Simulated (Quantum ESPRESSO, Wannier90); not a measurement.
**Wannierisation of Ga2AsP (R3m)**

```xyz
4
Lattice="-1.9651 3.4037 0.0000 -3.9302 0.0000 0.0000 -1.9651 1.1346 6.4173" Properties=species:S:1:pos:R:3 pbc="T T T"
Ga     0.0000     0.0000     0.0470
Ga     1.9651    -1.1346     3.1606
P      1.9651    -1.1346     0.8017
As     0.0000     0.0000    -2.4051
```

Cell from Materials Project (mp-1224789), symmetrised, no further relaxation. Not found in the COD (Crystallography Open Database) copy used; not checked further. Level: LDA, no spin polarisation, no spin-orbit coupling; pw.x of Quantum ESPRESSO at 64 Ry with PseudoDojo potentials, 8×8×8 k-points, Wannier90. Density: 10×10×10 mesh, cold smearing 0.01 Ry. Spin-orbit coupling, left out, would split the p-like bands by a few tenths of an eV.

Valence charges of the files: Ga 13, P 5, As 15. 41 bands were computed.

Isolated groups of bands, relative to the valence-band maximum (bands from 24 on overlap up to the last one computed):

```json
[
 {"bands": "1–5", "from (eV)": "-35.33", "to (eV)": "-35.30", "filling": "filled", "weight on atomic waves": "As 3d 100 %"},
 {"bands": "6–15", "from (eV)": "-15.04", "to (eV)": "-14.73", "filling": "filled", "weight on atomic waves": "Ga 3d 99 %"},
 {"bands": "16–17", "from (eV)": "-12.73", "to (eV)": "-9.88", "filling": "filled", "weight on atomic waves": "As 4s 29 %, P 3s 27 %, Ga 4p 24 %"},
 {"bands": "18–23", "from (eV)": "-6.96", "to (eV)": "0.00", "filling": "filled", "weight on atomic waves": "P 3p 30 %, As 4p 29 %, Ga 4p 24 %"}
]
```

Wanted is a model with the orbitals Ga s p, P s p, As s p, without the filled groups that are mainly made of other shells (semicore states, and anion s where it isn't named); all higher bands stay in for disentanglement.

Problem. Give num_wann, exclude_bands and num_bands, and the number of electrons that the model holds.

Solution. Electrons: 2×13 + 1×5 + 1×15 = 46, which fill 23 bands.
num_wann = 2×4 + 1×4 + 1×4 = 16.
exclude_bands = 1-15, 15 bands, so num_bands = 41 − 15 = 26.
The model holds 46 − 2×15 = 16 electrons. With the window frozen to 2.30 eV it follows pw.x to 4.5 meV rms (states up to 1.8 eV relative to the valence-band maximum).
